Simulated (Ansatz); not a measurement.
# Data sheet: NiSb (DFT)

NiSb:
Space group Pm-3m (No. 221); a = b = c = 3.2122 Å, α = β = γ = 90.00°

```tsv
atom	site	symmetry	x	y	z
Ni	1a	m-3m	0.0000	0.0000	0.0000
Sb	1b	m-3m	0.5000	0.5000	0.5000
```

Space group Pm-3m (No. 221), CsCl type; conventional cell a = 3.212 Å, b = 3.212 Å, c = 3.212 Å, α = 90.00°, β = 90.00°, γ = 90.00°.

Method: DFT-PBEsol in the program Ansatz with PAW potentials. Structure relaxed to zero pressure with the same functional. Other levels are named where they apply.

Cell and energy:

```
Quantity                                                      Value
-----------------------------------------------------  ------------
Volume per atom                                            16.57 Å³
Density                                                  9.04 g/cm³
Formation energy from the elements (no fitted shifts)  0.10 eV/atom
```

Electronic structure:

```
Property                                                                    Result
------------------------------------  --------------------------------------------
Electronic character                                             metallic (no gap)
Density of states at the Fermi level  0.51 states/eV per atom (mean over ±0.08 eV)
Gap with spin–orbit coupling                                       none (metallic)
```

Magnetism:

```
Quantity                                           Value
--------------  ----------------------------------------
Magnetic order  non-magnetic (starting moments vanished)
```

Mechanics:

```
Property                                                                      Result
--------------------------------------------  --------------------------------------
Bulk modulus (Birch–Murnaghan fit)                                           122 GPa
Pressure derivative B′                                                           4.9
Elastic constants (relaxed ions, GPa)                C11 = 144, C12 = 113, C44 = 8.2
Mechanical stability                          stable (all eigenvalues of C positive)
Hill bulk and shear moduli                                          123 and 10.7 GPa
Young's modulus                                                             31.3 GPa
Poisson's ratio                                                                 0.46
Debye temperature from the elastic constants                                   145 K
```

Phonons:

```
Quantity                                       Result
-----------------------------  ----------------------
Highest zone-centre frequency                 71 cm⁻¹
Zone-centre stability          no imaginary mode at Γ
```

A made-up cell: these elements were put on the sites of a structure type; neither database checked (COD, Materials Project) lists it. COD files the formula under space group No. 194. Whether it is the stable phase at ambient conditions was not checked. Symmetry was held in the PBEsol relaxation. The workflow began spin-polarised and lost its moments. As this level gives no gap, shear constants depend on the k-mesh and smearing (Fermi–Dirac, 0.1 eV here). As this level gives no gap, phonon frequencies hold no LO–TO term and depend on the k-mesh and smearing (Fermi–Dirac, 0.1 eV here). The references are the lowest solids computed at this level, not always the standard phases. Scalar-relativistic: spin–orbit coupling is off unless named, which matters more the heavier the elements.

Potentials: the earlier of the program's two PAW sets. The files were generated under PBE; for other functionals the program regenerates the frozen cores, and for LDA and PBEsol the local potential too.
